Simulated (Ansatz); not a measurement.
GaSi2Ir3: settings compared (Ansatz)

Run with:

```bash
ansatz run input.yaml --threads 1 --pin off --max-ram 2560MiB --backend cpu --events-out ev --progress --plain --runs-dir out
```

The input file (Ansatz 0.2.0, plane waves):

```yaml
crystal:
  lattice:
    - [2.851205, 4.938432, 0.0]
    - [-2.851205, 4.938432, 0.0]
    - [0.0, 0.0, 3.378538]
  atoms:
    - { symbol: Ir, position: [0.5, 0.5, 0.5] }
    - { symbol: Ir, position: [0.5, 0.0, 0.5] }
    - { symbol: Ir, position: [0.0, 0.5, 0.5] }
    - { symbol: Ga, position: [0.0, 0.0, 0.0] }
    - { symbol: Si, position: [0.3333, 0.3334, 0.0] }
    - { symbol: Si, position: [0.6666, 0.6667, 0.0] }
  symmetry: { tolerance: 0.0003 }
kpoints:
  mp_grid: { grid: [4, 4, 5], shift: [0, 0, 0] }
magnetization:
  spin_polarized: false
scf:
  occupations: { method: fermi_dirac }
hamiltonian:
  pseudopotentials: { kind: paw }
  xc: pbesol
basis:
  ecutwfc: 420
output:
  forces: true
  stress: true
  eigenvalues: true
relax:
  max_steps: 40
  cell: {}
```

Origin of the cell: a known structure type with other elements, at an estimated volume, so it need not be a known compound.

The smearing width isn't typed, so it takes its default of 0.1 eV.

Output of this run (shortened):

```
Warning: the atoms were moved onto the symmetric positions of the space group found under crystal.symmetry.tolerance 3.0e-4 (fractional; no operation is sought that the atoms, as they stand i […]
Pseudopotentials: kind: paw
Pseudopotential: Ir, paw, valence charge 17, recommended cutoff 420 eV (normal), Ir.paw.azcp
Pseudopotential: Ga, paw, valence charge 13, recommended cutoff 420 eV (normal), Ga.paw.azcp
Pseudopotential: Si, paw, valence charge 4, recommended cutoff 420 eV (normal), Si.paw.azcp
Functional definition: PBEsol
  exchange = pbesol_x
  correlation = pbesol_c
Crystal: 6 atoms, lattice volume = 95.143 Å³
Basis set: ecut = 420 eV, 1847 PW (Γ), exchange–correlation on 80×80×48 points (8 copies of the dense FFT grid, shifted against one another)
Bands: 44, of which v1, the nominal top of the filled ones, is band 36 counted from 1 (35 counted from 0)
Symmetry: 24 space group operations
Space group: P6/mmm (ITA 191), of the structure as read, at distance tolerance 1.4e-3 Å
k-points: 12 of 80
[… 9 lines left out …]
Initial density: superposition of atomic densities (neutral atoms: chi_scale 0, normalization atom), corrected by the library's trained network
Functional: x = pbesol(κ = 0.804, μ = 0.123457), c = pbesol(β = 0.046)
SCF iter   1: F=—  HF=-40383.667335 eV  Δρ=6.91e-3  dr2=6.66e-2
SCF iter   2: F=—  HF=-40383.657452 eV  Δρ=3.80e-3  dr2=2.16e-2  defer=1
SCF iter   3: F=—  HF=-40383.653451 eV  Δρ=1.22e-3  dr2=3.26e-3  defer=1
SCF iter   4: F=—  HF=-40383.652299 eV  Δρ=5.27e-4  dr2=4.67e-4  defer=1
SCF iter   5: F=—  HF=-40383.652135 eV  Δρ=1.29e-4  dr2=2.98e-5  defer=1
SCF iter   6: F=—  HF=-40383.652119 eV  Δρ=4.71e-5  dr2=2.26e-6  defer=1
SCF iter   7: F=-40383.652119 eV  HF=-40383.652119 eV  Δρ=7.76e-6  dr2=4.40e-8
relax step   1: F+E_penalty+E_count = -40383.652119 eV  Δ(F+E_penalty+E_count) = +0.000e0 eV  max|allowed force component| = 9.252e-18 eV/Å  Δτ_max = 0.0000 Å  P = +4.250 GPa  Ω = 95.143 Å³ […]
relax step   2: F+E_penalty+E_count = -40384.038219 eV  Δ(F+E_penalty+E_count) = -3.861e-1 eV  max|allowed force component| = 5.281e-17 eV/Å  Δτ_max = 0.0000 Å  P = +1.078 GPa  Ω = 94.947 Å³ […]
relax step   3: F+E_penalty+E_count = -40384.110240 eV  Δ(F+E_penalty+E_count) = -7.202e-2 eV  max|allowed force component| = 1.388e-17 eV/Å  Δτ_max = 0.0000 Å  P = +4.902 GPa  Ω = 92.112 Å³ […]
relax step   4: F+E_penalty+E_count = -40384.158630 eV  Δ(F+E_penalty+E_count) = -4.839e-2 eV  max|allowed force component| = 2.091e-17 eV/Å  Δτ_max = 0.0000 Å  P = -1.145 GPa  Ω = 95.099 Å³ […]
relax step   5: F+E_penalty+E_count = -40384.161872 eV  Δ(F+E_penalty+E_count) = -3.242e-3 eV  max|allowed force component| = 7.546e-17 eV/Å  Δτ_max = 0.0000 Å  P = -0.080 GPa  Ω = 94.531 Å³ […]
relax step   6: F+E_penalty+E_count = -40384.161909 eV  Δ(F+E_penalty+E_count) = -3.695e-5 eV  max|allowed force component| = 8.134e-17 eV/Å  Δτ_max = 0.0000 Å  P = +0.000 GPa  Ω = 94.486 Å³ […]
relax step   7: F+E_penalty+E_count = -40384.163785 eV  Δ(F+E_penalty+E_count) = -1.876e-3 eV  max|allowed force component| = 7.710e-17 eV/Å  Δτ_max = 0.0000 Å  P = +0.072 GPa  Ω = 94.486 Å³  stress off target by 1.95e-1 GPa […]
relax step   8: F+E_penalty+E_count = -40384.163816 eV  Δ(F+E_penalty+E_count) = -3.099e-5 eV  max|allowed force component| = 5.860e-17 eV/Å  Δτ_max = 0.0000 Å  P = +0.007 GPa  Ω = 94.506 Å³ […]
relax step   9: F+E_penalty+E_count = -40384.163809 eV  Δ(F+E_penalty+E_count) = +6.948e-6 eV  max|allowed force component| = 4.896e-17 eV/Å  Δτ_max = 0.0000 Å  P = +0.007 GPa  Ω = 94.506 Å³  stress off target by 1.34e-2 GPa […]
SCF 9 converged in 7 iterations: F = -40384.163809 eV  dr2 = 2.05e-14
basis re-selected at this cell: Δ(F+E_penalty+E_count) = +6.948e-6 eV, ΔP = +0.000 GPa vs the last step (what re-selecting the basis moved, of the pressure what is left beyond the Pulay corre […]
SCF converged after 7 iterations
Free energy (F): -40384.163809 eV
Harris-Foulkes:  -40384.163809 eV  (|F-HF|=2.18e-11)
Internal energy: -40384.082512 eV  (E = F + TS)
E sigma→0 (E₀):  -40384.123161 eV
Entropy (-TS):   -0.081298 eV (-13.550 meV/atom)
Fermi energy:    15.870544 eV
--- Per-component energies (eV) ---
  E_band       = -582.675185
  E_kinetic    = 2079.614424
  E_local      = -6861.183872  (includes V_loc(G=0)·N_el)
  E_nonlocal   = 704.902821
  E_hartree    = 2834.416165
  E_xc         = -981.055240
  E_vxc        = -1055.402009  (∫ρ·V_xc dr)
  E_paw        = -30213.493306  (= ΣΔE_a)
  E_vpaw       = -1119.438942  (= ΣTr[D̂ρ^β])
  E_aug_tail   = 0.000071  (compensation charges beyond the density's cutoff)
  E_ewald      = -7949.005527
  E_core_change = 1.721954  (= ΣΔE_core)
  E_smearing   = -0.081298  (= −TS)
  Σ components = -40384.163809   (vs F -40384.163809, Δ=0.00e0)
--- Forces (eV/Å), atoms counted from 1 ---
  atom   1  Ir    -0.000000     0.000000     0.000000
  atom   2  Ir    -0.000000     0.000000     0.000000
  atom   3  Ir     0.000000     0.000000     0.000000
  atom   4  Ga     0.000000     0.000000     0.000000
  atom   5  Si     0.000000     0.000000     0.000000
  atom   6  Si     0.000000    -0.000000    -0.000000
  max |Σ_I F_I| component: 2.31e-17 eV/Å
--- Stress (GPa, compression-positive) ---
        0.003783       0.000000      -0.000000
        0.000000       0.003783       0.000000
       -0.000000       0.000000       0.013407
  P = ⅓ Tr σ = 0.0070 GPa (0.070 kbar)
--- Relaxed structure (7 steps of the walk, 7 accepted, 2 SCFs on fresh bases) ---
  F+E_penalty+E_count = -40384.163809 eV   max|allowed force component| = 4.896e-17 eV/Å   (the final SCF, on the basis selected at the relaxed cell)
  cell:  # Å, volume = 94.5063 Å³
    - [2.720232, 4.711580, 0.0]
    - [-2.720232, 4.711580, 0.0]
    - [0.0, 0.0, 3.686874]
  atoms:
    - { symbol: Ir, position: [0.5, 0.5, 0.5] }
    - { symbol: Ir, position: [0.5, 2.775e-17, 0.5] }
    - { symbol: Ir, position: [2.775e-17, 0.5, 0.5] }
    - { symbol: Ga, position: [2.313e-17, 6.511e-18, 0.0] }
    - { symbol: Si, position: [0.333333, 0.333333, 0.0] }
    - { symbol: Si, position: [0.666667, 0.666667, 0.0] }
```

The same input was run again with these changes:

1. `kpoints.mp_grid.grid` [4, 4, 5] → [1, 1, 2]
2. `hamiltonian.dispersion` default → d3bj; `hamiltonian.xc` pbesol → revpbe
3. `scf.initial_density.chi_scale` default → 0.3; `kpoints.mp_grid.grid` [4, 4, 5] → [6, 6, 8]

```csv
run,end,SCF iterations,volume (Å³/atom),max force component (eV/Å),moment (μB),ΔE(σ→0) (meV/atom)
base,converged,58,15.75,0.000,–,0
1,converged,78,16.30,0.000,–,533.87
2,converged,62,15.58,0.000,–,–
3,converged,61,15.74,0.000,–,-15.40
```

Energies are compared only where functional, datasets, charge and starting cell are the same.

Run 1 relaxed to another structure than the base run, so its differences aren't those of the setting alone.

Not properties of the system: run 1 (too coarse or loose: `kpoints.mp_grid.grid` = [1, 1, 2]).

Caveats of the base run: no moments, though an odd count or open d shells may carry them; no spin-orbit coupling, though heavy elements are present; the k mesh is coarse if the cell is a metal; the relaxation held the start's symmetry, so the end may be a saddle point.

Run 2: forces of this functional can be a tenth off on datasets made under PBE; the relaxed geometry lies near a switch of the dispersion coefficients.

Time of the base run: 27 s on 1 thread of Arm Neoverse V2, on a shared host, peak memory 0.39 GiB, from the program's own first density.
